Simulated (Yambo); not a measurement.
G0W0@PBEsol for MgCrO$_{4}$ (space group Cmcm, No. 63) in Yambo (2×2×2 mesh, 7 Ry block, plasmon pole, screening fixed), without a terminator:

```
bands N in G  gap Γ → (-0.5, -0.5, 0) (eV)  shift of the valence edge (eV)
------------  ----------------------------  ------------------------------
102                                  4.847                          -0.023
157                                  4.905                          -0.296
231                                  4.928                          -0.445
```

**Question.** Extrapolate both columns to infinite N with E(N) = E∞ + A/N, test the form, and compare with the terminator.

**Answer.** From two points, E∞ = (N2 E2 − N1 E1)/(N2 − N1). The two largest N give 4.98 eV for the gap and -0.76 eV for the shift; the two smallest give 5.01 eV and -0.80 eV. For the gap the slopes A are -17 and -11 eV: the form isn't reached, and its limit is uncertain. For the shift the slopes A are 79 and 73 eV: the 1/N form holds. With the Bruneval-Gonze terminator and 231 bands the run gives 4.91 eV and -0.64 eV, 0.06 eV and 0.12 eV from the extrapolated values: the terminator too is an estimate of the remainder. Block, mesh and the bands in W are held fixed.

Geometry of the Materials Project entry, not relaxed at this level; primitive cell a = b = 4.986 Å, c = 6.337 Å, α = β = 90.00°, γ = 113.25°.

The runs are not spin-polarised; magnetic order was not tried.

A shift is the quasiparticle energy of the state minus its PBEsol energy.
